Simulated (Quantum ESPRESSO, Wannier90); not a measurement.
# MgTe (zinc blende), plane waves to Wannier functions

Materials Project entry mp-13033; symmetrised, unrelaxed at this level. Not found in the COD (Crystallography Open Database) copy used, which has the formula in other groups; not checked further. Method: PBEsol plane waves in Quantum ESPRESSO 7.5 (PseudoDojo norm-conserving files, 68 Ry, no spin polarisation, no spin-orbit coupling), Bloch states on a 8×8×8 mesh through Γ, Wannier90 4.0.1. Density: 8×8×8 mesh, cold smearing 0.01 Ry. Spin-orbit coupling is left out although heavy elements are present.

```
begin unit_cell_cart
ang
    0.0000000000    3.2320000000    3.2320000000
    3.2320000000    0.0000000000    3.2320000000
    3.2320000000    3.2320000000    0.0000000000
end unit_cell_cart
mp_grid = 8 8 8
```

Which shells of neighbouring k-points and which b-vectors and weights does Wannier90 pick for this cell and mesh?


```
 *---------------------------------- K-MESH ----------------------------------*
 +----------------------------------------------------------------------------+
 |                    Distance to Nearest-Neighbour Shells                    |
 |                    ------------------------------------                    |
 |          Shell             Distance (Ang^-1)          Multiplicity         |
 |          -----             -----------------          ------------         |
 |             1                   0.210450                      8            |
 |             2                   0.243007                      6            |
 |             3                   0.343664                     12            |
 |             4                   0.402981                     24            |
 |             5                   0.420900                      8            |
 |             6                   0.486014                      6            |
 |             7                   0.529621                     24            |
 |             8                   0.543380                     24            |
       ... (lines left out)
 +----------------------------------------------------------------------------+
 | The b-vectors are chosen automatically                                     |
 | The following shells are used:                       1                     |
 +----------------------------------------------------------------------------+
 |                        Shell   # Nearest-Neighbours                        |
 |                        -----   --------------------                        |
 |                          1               8                                 |
 +----------------------------------------------------------------------------+
 | Completeness relation is fully satisfied [Eq. (B1), PRB 56, 12847 (1997)]  |
 +----------------------------------------------------------------------------+
 |                  b_k Vectors (Ang^-1) and Weights (Ang^2)                  |
 |                  ----------------------------------------                  |
 |            No.         b_k(x)      b_k(y)      b_k(z)        w_b           |
 |            ---        --------------------------------     --------        |
 |             1         0.121503    0.121503   -0.121503     8.467066        |
 |             2         0.121503   -0.121503    0.121503     8.467066        |
 |             3        -0.121503    0.121503    0.121503     8.467066        |
 |             4         0.121503    0.121503    0.121503     8.467066        |
 |             5        -0.121503   -0.121503    0.121503     8.467066        |
 |             6        -0.121503    0.121503   -0.121503     8.467066        |
 |             7         0.121503   -0.121503   -0.121503     8.467066        |
 |             8        -0.121503   -0.121503   -0.121503     8.467066        |
```
